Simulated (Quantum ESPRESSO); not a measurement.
Field gradients of Cl$_{2}$ from PBE PAW (JTH datasets; density from pw.x of a modified build of Quantum ESPRESSO, gradients reconstructed from it by a script). The input of pw.x:

```
&CONTROL
  calculation = 'scf'
  prefix = 'x'
  pseudo_dir = './pseudo'
  outdir = './out'
  tprnfor = .true.
/
&SYSTEM
  ibrav = 0
  nat = 4
  ntyp = 1
  ecutwfc = 50
  ecutrho = 200
  occupations = 'fixed'
  nbnd = 18
/
&ELECTRONS
  conv_thr = 1e-11
/
ATOMIC_SPECIES
Cl 35.450 Cl.GGA_PBE-JTH.UPF
CELL_PARAMETERS angstrom
    3.231562950000    -2.036895300000     0.000000000000
    3.231562950000     2.036895300000     0.000000000000
    0.000000000000     0.000000000000     8.570448000000
ATOMIC_POSITIONS crystal
Cl     0.890168368200     0.109831631800     0.605731314500
Cl     0.109831631800     0.890168368200     0.394268685500
Cl     0.609831631800     0.390168368200     0.105731314500
Cl     0.390168368200     0.609831631800     0.894268685500
K_POINTS automatic
7 7 3 0 0 0
```
The cell was made here from a computed Materials Project entry: strained by +2 % along the third axis of the standard frame and by -1 % across it, atoms relaxed (PBE without dispersion, pw.x of Quantum ESPRESSO, symmetry kept). The parent is Cl2 in Cmce; whether this form has been observed was not checked. Stability against distortions was not tested.

Vzz is the sum of three terms, each taken along its main axis: the smooth valence density, the ions (nucleus and frozen core) with the augmentation charges of all other spheres, and the all-electron minus smooth density in the atom's own sphere. The split hangs on the datasets.  Cores are frozen. Against all-electron runs on small test molecules, this scheme's |Vzz| missed by −3 to −9 % on Cl.

```
site                   smooth valence density  ions and other spheres  own sphere  Vzz (a.u.)
---------------------  ----------------------  ----------------------  ----------  ----------
Cl (atoms 1, 2, 3, 4)                   0.197                   0.248         [?]         [?]
```

Q: Fill in the missing entries.

A: 
- Cl (atoms 1, 2, 3, 4), own sphere: 5.027
- Cl (atoms 1, 2, 3, 4), Vzz (a.u.): 5.472
